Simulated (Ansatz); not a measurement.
Values for one crystal, relaxed and computed with r²SCAN (plane waves, PAW; program Ansatz); other levels are named.

| Item | Value |
|---|---|
| Volume per atom | 22.63 Å³ |
| Band gap | 0.19 eV (direct) |
| Gap with spin–orbit coupling | none (metallic) |
| Hole effective mass, band 2 of 3 at the edge | 0.28 along [100], 0.043 along [110], 0.038 along [111] (mₑ) |
| Formation energy from the elements (no fitted shifts) | -1.75 eV/atom |
| Conduction-band minimum | at Γ |
| Electron effective mass, band 2 of 2 at the edge | 0.020 along [100], 0.026 along [110], 0.039 along [111] (mₑ) |

Question: Which of these materials gives this?
A. YMnO3, Pnma (Y on 4c, Mn on 4a, O on 4c, O on 8d)
B. PbS, rock salt
C. TiO2, rutile
D. Ca3PbO, anti-perovskite

Answer: D, Ca3PbO, anti-perovskite

Space group Pm-3m (anti-perovskite). The workflow started from an entry of the Crystallography Open Database (COD). Whether it is the stable phase at ambient conditions was not checked. The r²SCAN relaxation kept the symmetry of its start; its stability against distortions is not shown here. The references are the lowest solids computed at this level, not always the standard phases (solids in place of the gases). Spin–orbit coupling is left out wherever it is not named.

Potentials: the later of the program's two PAW sets.
